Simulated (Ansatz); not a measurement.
V:
```xyz
1
Lattice="-1.4630 1.4630 1.4630 1.4630 -1.4630 1.4630 1.4630 1.4630 -1.4630" Properties=species:S:1:pos:R:3 pbc="T T T"
V      0.0000     0.0000     0.0000
```

Relaxed with LDA.

**Question.** Which orbitals make up the states near the Fermi level in LDA (plane waves, PAW; program Ansatz)?

**Answer.** Within 0.5 eV of the Fermi level: V 3d 87 %, V 4s 7 %, outside the projected shells 5 %. Projections are on Löwdin-orthogonalised atomic valence shells; empty p or d shells of many metals are not among them.

**Question.** Tabulate the density of states.

**Answer.** States/eV per cell of 1 atom, in 0.25 eV bins, energy from the Fermi level.

| E (eV) | total | V 3d | V 4s | V 3p |
|---|---|---|---|---|
| -6.75 | 0.00 | 0.00 | 0.00 | 0.00 |
| -6.50 | 0.02 | 0.00 | 0.02 | 0.00 |
| -6.25 | 0.04 | 0.00 | 0.04 | 0.00 |
| -6.00 | 0.06 | 0.00 | 0.05 | 0.00 |
| -5.75 | 0.07 | 0.00 | 0.06 | 0.00 |
| -5.50 | 0.08 | 0.00 | 0.07 | 0.00 |
| -5.25 | 0.09 | 0.00 | 0.08 | 0.00 |
| -5.00 | 0.11 | 0.01 | 0.10 | 0.00 |
| -4.75 | 0.12 | 0.01 | 0.11 | 0.00 |
| -4.50 | 0.14 | 0.01 | 0.12 | 0.01 |
| -4.25 | 0.17 | 0.02 | 0.13 | 0.01 |
| -4.00 | 0.20 | 0.04 | 0.15 | 0.01 |
| -3.75 | 0.25 | 0.06 | 0.17 | 0.01 |
| -3.50 | 0.42 | 0.19 | 0.22 | 0.01 |
| -3.25 | 0.86 | 0.57 | 0.27 | 0.01 |
| -3.00 | 0.99 | 0.72 | 0.25 | 0.01 |
| -2.75 | 1.14 | 0.88 | 0.23 | 0.02 |
| -2.50 | 1.51 | 1.24 | 0.23 | 0.02 |
| -2.25 | 1.22 | 1.03 | 0.15 | 0.02 |
| -2.00 | 0.87 | 0.78 | 0.06 | 0.01 |
| -1.75 | 0.59 | 0.54 | 0.03 | 0.01 |
| -1.50 | 0.73 | 0.69 | 0.01 | 0.01 |
| -1.25 | 2.44 | 2.34 | 0.01 | 0.02 |
| -1.00 | 1.67 | 1.59 | 0.03 | 0.01 |
| -0.75 | 1.60 | 1.47 | 0.05 | 0.01 |
| -0.50 | 1.59 | 1.41 | 0.09 | 0.02 |
| -0.25 | 2.13 | 1.84 | 0.17 | 0.02 |
| 0.00 | 1.69 | 1.47 | 0.13 | 0.01 |
| 0.25 | 1.25 | 1.10 | 0.08 | 0.01 |
| 0.50 | 0.57 | 0.45 | 0.05 | 0.00 |
| 0.75 | 0.48 | 0.39 | 0.04 | 0.00 |
| 1.00 | 0.49 | 0.41 | 0.03 | 0.00 |
| 1.25 | 0.56 | 0.49 | 0.02 | 0.00 |
| 1.50 | 0.73 | 0.68 | 0.01 | 0.00 |
| 1.75 | 1.20 | 1.15 | 0.01 | 0.00 |
| 2.00 | 1.44 | 1.41 | 0.01 | 0.00 |
| 2.25 | 1.89 | 1.86 | 0.01 | 0.00 |
| 2.50 | 2.14 | 2.11 | 0.01 | 0.00 |
| 2.75 | 2.23 | 2.21 | 0.01 | 0.00 |
| 3.00 | 3.27 | 3.21 | 0.04 | 0.00 |
| 3.25 | 1.76 | 1.66 | 0.07 | 0.00 |
| 3.50 | 1.23 | 1.12 | 0.08 | 0.00 |
| 3.75 | 1.06 | 0.95 | 0.08 | 0.00 |
| 4.00 | 0.99 | 0.89 | 0.08 | 0.00 |
| 4.25 | 0.62 | 0.52 | 0.08 | 0.00 |
| 4.50 | 0.40 | 0.29 | 0.09 | 0.00 |
| 4.75 | 0.36 | 0.22 | 0.10 | 0.00 |

Space group Im-3m (bcc (W type)). The LDA relaxation kept the symmetry of its start. The workflow began spin-polarised and lost its moments.

Potentials: the earlier of the program's two PAW sets. The files were generated under PBE; for other functionals the program regenerates the frozen cores, and for LDA and PBEsol the local potential too.
